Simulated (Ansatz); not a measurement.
Starting cell, C (graphite type, space group P6_3/mmc):

```
CELL_PARAMETERS angstrom
      2.46500     0.00000     0.00000
     -1.23250     2.13475     0.00000
      0.00000     0.00000     6.73046
ATOMIC_POSITIONS crystal
  C  0.00000 0.00000 0.25000
  C  0.00000 0.00000 0.75000
  C  0.33333 0.66667 0.25000
  C  0.66667 0.33333 0.75000
```

Scan: atom 2 (C, nearest neighbour C at 1.423 Å; its periodic images, 2.5 Å or more away, move with it) is displaced along Cartesian z, direction (0.000, 0.000, 1.000) in Cartesian axes, by s. The other atoms stay.

The numbers are results of PBE-D3(BJ) (plane waves to 420 eV, PAW, scalar-relativistic; Ansatz, an electronic-structure program), not measurements. k mesh 12×12×4 (Γ-centred), Fermi-Dirac smearing 0.05 eV. Energies are smeared free energies. With partly filled bands, energies and forces of such displacements shift with the k mesh and the smearing. C was relaxed with its symmetry unable to fall. The zero of ΔE is the undisplaced structure. The last digit holds for this mesh only.

```csv
s (Å),ΔE (meV/cell)
-0.140,163.6
-0.112,104.6
-0.084,58.8
-0.056,26.1
-0.028,6.5
0.000,0.0
0.028,6.5
0.056,26.1
0.084,58.8
0.112,104.6
0.140,163.6
```

Q: What force constant k = d²E/ds² at s = 0 does the table give?

A: 17 eV/Å². It is the second difference of the nearest points, corrected with the next pair.

Q: With k = 16.63 eV/Å² from the forces, is the well harmonic out to s = 0.140 Å?

A: ½ks² = 163 meV/cell against the computed 164 meV/cell, so the well is close to harmonic there.

(A displaced cell: forces are minus the slopes of the energy, force constants its curvatures, and phonons follow from these.)
